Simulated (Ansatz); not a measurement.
According to PBE (plane waves, PAW; program Ansatz), Ru in the body-centred tetragonal structure (I4/mmm) relaxes to a = 3.238 Å, c = 2.735 Å.

Electronic character: metallic (no gap). The magnetic state found is ferromagnetic. The net moment is 0.60 μB per atom.

An equation-of-state fit gives a bulk modulus of 265 GPa.

The start of the workflow was typed in or built on a structure type; neither database checked (COD, Materials Project) lists it. It is not the phase usual at ambient conditions (space group No. 194). The cell was relaxed with PBE under the symmetry of its start; its stability against distortions is not shown here. Spin order of the final state: ferromagnetic, chosen from 2 collinear starts compared on coarse meshes (ties went to the first, and starts can fall back to one state), not a proven ground state. Axis ratios of metals converge slowly with the k-mesh, so a and c are less sure than the volume. Scalar-relativistic: spin–orbit coupling is off unless named, which matters more the heavier the elements.

Potentials: the earlier of the program's two PAW sets.
